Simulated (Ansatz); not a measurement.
**What a change of settings does: AlRu (rocksalt type)**

First run: DFT, LDA, PAW with Ansatz's default frozen-core files, scalar-relativistic (Ansatz 0.2.0).

Command: `ansatz run input.yaml --threads 1 --pin off --max-ram 2048MiB --backend cpu --events-out ev --progress --plain --runs-dir out` It took 1.1 s on 1 thread of Intel(R) Xeon(R) 6975P-C (Granite Rapids) (shared host), peak memory 0.37 GiB.

```yaml
crystal:
  lattice:
    - [0.0, 2.1069446902, 2.1069446902]
    - [2.1069446902, 0.0, 2.1069446902]
    - [2.1069446902, 2.1069446902, 0.0]
  atoms:
    - { symbol: Ru, position: [0.0, 0.0, 0.0] }
    - { symbol: Al, position: [0.5, 0.5, 0.5] }
kpoints:
  mp_grid: { grid: [14, 14, 14] }
scf:
  occupations: { method: fermi_dirac, width: 0.05 }
hamiltonian:
  xc: lda
  pseudopotentials: { kind: paw, partial_waves: polarizable }
output:
  forces: true
  stress: true
  eigenvalues: true
```

The cell comes from a relaxation on PAW files under the same functional, begun from a prototype that needn't be the stable phase.

This run: volume at 0.64 of the series' base cell, partial waves polarizable.

It converges in 6 SCF iterations at a pressure of 187.1 GPa, cutoff 420 eV.

The input is then changed:

```diff
   occupations: { method: fermi_dirac, width: 0.05 }
+  n_extra_bands: 8
 hamiltonian:
```

**Question.** Predict the outcome of the changed run.

**Answer.** It converges in 6 SCF iterations at a pressure of 187.1 GPa, cutoff 420 eV, free energy 0.0 meV/atom against the first run's. Results part of its log:
```
SCF 1 converged in 6 iterations: F = -6266.588535 eV  dr2 = 7.10e-9
  greatest PAW one-centre occupation: 1.001 electrons in one spin orbital (limit 2), on the Ru atom at site 0 (counted from 0), in its partial waves of l = 0
SCF converged after 6 iterations
Free energy (F): -6266.588535 eV
Harris-Foulkes:  -6266.588535 eV  (|F-HF|=4.23e-9)
Internal energy: -6266.579707 eV  (E = F + TS)
E sigma→0 (E₀):  -6266.584121 eV
Entropy (-TS):   -0.008828 eV (-4.414 meV/atom)
Fermi energy:    24.841321 eV
--- Per-component energies (eV) ---
  E_band       = 17.936218
  E_kinetic    = 576.987415
  E_local      = -1449.599860  (includes V_loc(G=0)·N_el)
  E_nonlocal   = 374.210334
  E_hartree    = 518.786303
  E_xc         = -240.396822
  E_vxc        = -282.745836  (∫ρ·V_xc dr)
  E_paw        = -3792.529856  (= ΣΔE_a)
  E_vpaw       = -238.485210  (= ΣTr[D̂ρ^β])
  E_aug_tail   = -0.000241  (compensation charges beyond the density's cutoff)
  E_ewald      = -2254.664382
  E_core_change = 0.627401  (= ΣΔE_core)
  E_smearing   = -0.008828  (= −TS)
  E_closure    = -0.000000  (closes the sum)
  Σ components = -6266.588535   (vs F -6266.588535, Δ=0.00e0)
--- Forces (eV/Å), atoms counted from 1 ---
  atom   1  Ru    -0.00000000     0.00000000     0.00000000
  atom   2  Al     0.00000000    -0.00000000    -0.00000000
  max |Σ_I F_I| component: 1.22e-30 eV/Å
--- Stress (GPa, compression-positive) ---
      187.128289       0.000000       0.000000
        0.000000     187.128289      -0.000000
        0.000000      -0.000000     187.128289
  P = ⅓ Tr σ = 187.1283 GPa (1871.283 kbar)
--- Band table (eV; the first three rows and the last of 104) ---
  k-point 0: bands = ["-47.5112", "-17.6801", "-17.6801", "-17.6801", "12.6034", "20.2294", "20.2294", "20.2294", "21.2080", "21.2080", "34.2117", "34.2118", "34.2118", "34.2689", "43.2691", "43.2691", "43.2691", "50.1067"]
  k-point 1: bands = ["-47.5083", "-17.7061", "-17.6847", "-17.6847", "12.7685", "20.1139", "20.3080", "20.3080", "21.1758", "21.1758", "33.9963", "34.4529", "34.4529", "34.5455", "42.5967", "42.8922", "42.8922", "48.7006"]
  k-point 2: bands = ["-47.5002", "-17.7783", "-17.6974", "-17.6974", "13.2449", "19.8236", "20.4161", "20.4161", "21.2246", "21.2246", "33.3899", "35.1316", "35.1316", "35.1608", "41.2581", "41.7591", "41.7591", "47.4514"]
  k-point 103: bands = ["-47.4411", "-18.0296", "-17.9681", "-17.8846", "17.2239", "18.4664", "19.2483", "20.8808", "24.9043", "27.3016", "27.3130", "28.0406", "31.4318", "38.8548", "39.4800", "44.2103", "45.1971", "46.8062"]
```
